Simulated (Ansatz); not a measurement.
Theory: DFT, LDA (PW92), plane waves (420 eV) with PAW, scalar-relativistic in Ansatz. (PAW data from PBE, frozen cores regenerated.)

An element in the bcc structure gives this curve. The cell is scaled uniformly from the relaxed one, with fractional coordinates and shape fixed. Energies are extrapolated to zero smearing, pressures are those at the given smearing. Magnetic state: spin not included.

```
V (Å³/atom)  E − E₀ (meV/atom)  P (GPa)
     33.269               33.0     2.88
     34.781               12.9     1.74
     36.294                2.5     0.78
     37.806                0.1    -0.02
     39.318                4.5    -0.71
     40.830               14.6    -1.29
     42.343               29.6    -1.79
```

Which element is it?
A. calcium
B. lanthanum
C. sodium
D. yttrium

A. Its fit is V₀ = 37.53 Å³/atom, B₀ = 18.4 GPa, B₀′ = 3.4.
